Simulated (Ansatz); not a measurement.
# MgPd (Pm-3m): phonons

Level of theory: PBEsol, all-electron LAPW in Ansatz 0.2.0, scalar-relativistic.

The cell is the relaxed one with its volume scaled by 1.02.

Command line:

```sh
ansatz run input.yaml --threads 1 --pin off --max-ram 3072MiB --backend cpu --events-out ev --progress --plain --runs-dir out
```

Input file:

```yaml
crystal:
  lattice:
    - [3.16368208395, 0.0, 0.0]
    - [0.0, 3.16368208395, 0.0]
    - [0.0, 0.0, 3.16368208395]
  atoms:
    - { symbol: Mg, position: [0.0, 0.0, 0.0] }
    - { symbol: Pd, position: [0.5, 0.5, 0.5] }
kpoints:
  mp_grid: { grid: [10, 10, 10] }
scf:
  occupations: { method: fermi_dirac, width: 0.1 }
hamiltonian:
  xc: pbesol
  pseudopotentials: { kind: all_electron, lapw: { basis_error: 0.001 } }
phonons:
  qmesh: [2, 2, 2]
  qpath:
    path:
      - [0.0, 0.0, 0.0]
      - [0.0, 0.5, 0.0]
      - [0.5, 0.5, 0.0]
      - [0.0, 0.0, 0.0]
      - [0.5, 0.5, 0.5]
      - [0.0, 0.5, 0.0]
      - [0.5, 0.5, 0.5]
      - [0.5, 0.5, 0.0]
    npoints: 6
  temperatures: { t_min: 0, t_max: 1000, t_step: 100 }
```

The program printed:

```
Warning: RAYON_NUM_THREADS=1 ignored (pool sized by the plan → 1); use --threads N
LAPW: plane waves up to 7.846 Å⁻¹, error target 1.0e-3 eV per atom; small_component_spin mean_spin; Mg in spheres of 1.201 Å, 10 of its electrons in bands, Dirac shells []; Pd in spheres of 1.457 Å, 18 of its electrons in bands, ...
Engine: ansatz 0.2.0, x86_64-unknown-linux-gnu
Pseudopotentials: kind: all_electron
Pseudopotential: Mg, LAPW, valence charge 10, lapw/all_electron/scalar/gaussian/Mg, Koelling and Harmon's equation, gaussian nucleus
Pseudopotential: Pd, LAPW, valence charge 18, lapw/all_electron/scalar/gaussian/Pd, Koelling and Harmon's equation, gaussian nucleus
Functional definition: PBEsol
  exchange = pbesol_x
  correlation = pbesol_c
Crystal: 4 atoms, lattice volume = 63.330 Å³
Basis set: ecut = 234.51552173200025 eV, 519 PW (Γ), FFT grids on a1, a2, a2+a3, exchange–correlation at level 2
Bands: 36, of which v1, the nominal top of the filled ones, is band 28 counted from 1 (27 counted from 0)
Symmetry: 32 space group operations
k-points: 72 of 500
Non-local potential: Mg, projectors of the file, none
Non-local potential: Pd, projectors of the file, none
Initial density: superposition of atomic densities (chi_scale 0.1, normalization cell, long waves kept (reshape's long-wave potential 0.00 eV rms))
Initial wavefunctions: plane waves of lowest kinetic energy (no species holds an atomic orbital)
Functional: x = pbesol(κ = 0.804, μ = 0.12345679012345678), c = pbesol(β = 0.046)
iter 1 solved again at ethr=5.17e-3 eV; its pass at ethr=1.00e-1 eV (dr2=2.89e0 eV) is discarded
SCF iter   1: F=—  HF=-285367.306918 eV  |F-HF|=—  |Δ(HF+E_count)|=         —  Δρ=6.14e-2  dr2=2.90e0  ethr=5.17e-3  ⟨swp⟩=2.0  Hψ=18106  notcnv=0
preconditioner: auto → Kerker (q_TF=auto, 2.673 Å⁻¹)  [metal: Δε(μ)=0.104 eV  Ē_g=8.227 eV  σ=0.100 eV  W_gap=0.25  n_scr=18 (ndim 8)  ℏωp=22.9 eV  f_vac=0.000  D(μ)=1.50/eV (n_scr^D=10)]
[... 149 lines left out ...]
  E_closure    = 0.000000  (closes the sum)
  Σ components = -285363.097869   (vs F -285363.097869, Δ=0.00e0)
  Basis errors (estimates in eV, not in F): energy 3.0e-4 per atom: plane waves 2.5e-4 (1.3e-4 summed), levels above the bands 5.3e-38, relativity 1.3e-8, radial functions 4.9e-5, core shells 1.1e-6; eigenvalues (radial functions ...
--- Forces (eV/Å), atoms counted from 1 ---
  atom   1  Mg    -0.00000000     0.00000000     0.00000000
  atom   2  Pd    -0.00000000    -0.00000000     0.00000000
  atom   3  Mg    -0.00000000    -0.00000000     0.00000000
  atom   4  Pd    -0.00000000     0.00000000    -0.00000000
  max |Σ_I F_I| component: 4.16e-31 eV/Å
--- Phonons: 6 displaced members + 3 references (amplitude of the first 0.01 Å, Σ member SCF iterations 53) ---
  ASR residual: 8.791e-4 → 0.000e0 eV/Å²; symmetrization residual: 3.107e-4 eV/Å²
  largest component of a force at the reference: 3.5e-31 eV/Å
  ASR residual per site (eV/Å²): 3.88e-4 8.79e-4
  Γ frequencies (cm⁻¹): 0.00 0.00 0.00 239.20 239.20 239.20
--- Phonons (by wavevector): 4 wavevectors in 3 supercells ---
  supercell 1 (2 cells, vectors [1, 0, 0], [0, 1, -1], [0, 0, 2] in multiples of the cell's): 2 displaced members by 0.01 Å; free energy -285363.097869 eV; taken off its force constants: by the sum rule 1.1e-4, by the ...
  symmetry images taken by strict's conditions (phonons.symmetry_images: auto; settled by no image being taken that strict refuses)
  supercell 2 (2 cells, vectors [1, 0, 0], [0, 1, 0], [0, 0, 2] in multiples of the cell's): 2 displaced members by 0.01 Å; free energy -285363.097869 eV; taken off its force constants: by the sum rule 3.2e-4, by the ...
  symmetry images taken by strict's conditions (phonons.symmetry_images: auto; settled by no image being taken that strict refuses)
  supercell 3 (2 cells, vectors [0, 1, -1], [-1, 1, 0], [0, 0, 2] in multiples of the cell's): 2 displaced members by 0.01 Å; free energy -285363.097869 eV; taken off its force constants: by the sum rule 8.8e-4, by the ...
  symmetry images taken by strict's conditions (phonons.symmetry_images: auto; settled by no image being taken that strict refuses)
  q = [0.0000, 0.0000, 0.0000] (star 1, supercell 1; hermiticity 0.00e0, symmetrization 4.41e-5): -0.00 0.00 0.00 239.20 239.20 239.20
  q = [0.0000, 0.0000, -0.5000] (star 3, supercell 2; hermiticity 8.32e-17, symmetrization 2.82e-16): 113.39 113.39 121.24 222.93 222.93 307.41
  q = [0.0000, -0.5000, -0.5000] (star 3, supercell 1; hermiticity 1.00e-16, symmetrization 1.00e-15): 73.72 73.72 118.19 212.17 284.00 284.00
  q = [-0.5000, -0.5000, -0.5000] (star 1, supercell 3; hermiticity 8.85e-17, symmetrization 1.23e-15): 112.15 112.15 112.15 286.92 286.92 286.92
  joined force constants: q→R imaginary residual 2.33e-17
  density of states and harmonic sums: on the 20×20×20 q-mesh, interpolated from the force constants of a 2×2×2 supercell (no non-analytic term)
  largest difference from the sums on the solved wave vectors: F 7.74e-2 eV, S 1.10e-4 and C_V 3.23e-5 eV/K
```

The run converged.

**Zone-centre phonons**

Harmonic phonons of a crystal by Kohn-Sham DFT at the given cell, standard atomic masses, acoustic sum rule imposed; negative wavenumbers are unstable modes; optical zone-centre levels upwards with Mulliken labels, activity, and the element with most of the kinetic energy.

* Point group: m-3m

| number | phonon wavenumber (cm⁻¹) | label | infrared | raman | lead element |
| --- | --- | --- | --- | --- | --- |
| 1 | 239.2 | T1u | yes | no | Mg |

Harmonic thermodynamics:

Sums over wave vectors interpolated from the q mesh.

```json
{"Zero point energy": "33.06 meV/atom"}
```

| temperature (K) | phonon heat capacity (k_B/atom) | phonon entropy (k_B/atom) | phonon free energy (meV/atom) |
| --- | --- | --- | --- |
| 100 | 1.808 | 1.333 | 28.81 |
| 200 | 2.571 | 2.878 | 10.28 |
| 300 | 2.793 | 3.97 | -19.49 |
| 400 | 2.88 | 4.787 | -57.37 |
| 500 | 2.922 | 5.435 | -101.5 |
| 600 | 2.945 | 5.97 | -150.7 |
| 700 | 2.96 | 6.425 | -204.2 |
| 800 | 2.969 | 6.821 | -261.3 |
| 900 | 2.975 | 7.171 | -321.6 |
| 1000 | 2.98 | 7.485 | -384.8 |

Phonons on the q mesh:

One row a degenerate set, branches counted upwards.

```json
{
  "Unstable phonons": "no"
}
```

```tsv
point	q a (r.l.u.)	q b (r.l.u.)	q c (r.l.u.)	branch	phonon wavenumber (cm⁻¹)	degeneracy
Gamma	0	0	0	4	239.2	3
X	0.5	0	0	1	113.4	2
X	0.5	0	0	3	121.2	1
X	0.5	0	0	4	222.9	2
X	0.5	0	0	6	307.4	1
M	0.5	0.5	0	1	73.7	2
M	0.5	0.5	0	3	118.2	1
M	0.5	0.5	0	4	212.2	1
M	0.5	0.5	0	5	284	2
R	0.5	0.5	0.5	1	112.2	3
R	0.5	0.5	0.5	4	286.9	3
```

Known limits: responses of metals move with mesh and smearing; cell scaled away from its relaxed volume; activity by symmetry alone, a metal screens infrared modes; coarse q mesh.

Cost: 9.2 min on 1 thread of Intel(R) Xeon(R) Platinum 8375C CPU @ 2.90GHz (Ice Lake), with other jobs on the host, peak memory 0.88 GiB.
